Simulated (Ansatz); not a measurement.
Space group Cmcm (No. 63). a = 5.033 Å, b = 12.196 Å, c = 4.610 Å, α = 90.00°, β = 90.00°, γ = 90.00°
```json
{"atom": "Sr", "site": "4c", "symmetry": "m2m", "x": "0.0000", "y": "0.1340", "z": "0.2500"}
{"atom": "Pb", "site": "4c", "symmetry": "m2m", "x": "0.0000", "y": "0.4155", "z": "0.2500"}
```

Equation of state of this SrPb structure (not necessarily the ground state), with shape and atoms relaxed at each volume where symmetry leaves them free. It has no gap at any of these volumes. Method: DFT PBEsol, scalar-relativistic, plane waves, PAW in Ansatz 0.2.0.

Cutoff 420 eV; k points 10×10×10 on the computed 4-atom cell (Γ-centred); Gaussian smearing, width 0.10 eV; no spin polarisation.

| V (Å³/atom) | E − E(largest V) (meV/atom) | P (GPa) |
| --- | --- | --- |
| 33.249 | 2.70 | 2.26 |
| 34.310 | -8.07 | 1.03 |
| 35.371 | -11.36 | 0.00 |
| 36.433 | -8.33 | -0.88 |
| 37.494 | 0.00 | -1.61 |

**Question.** Fit a third-order Birch–Murnaghan equation to E(V).

**Answer.** V0 = 35.36 Å³/atom, B0 = 32 GPa, B0' = 4.7.

Spin-orbit coupling is left out, which matters for the bands of heavy elements.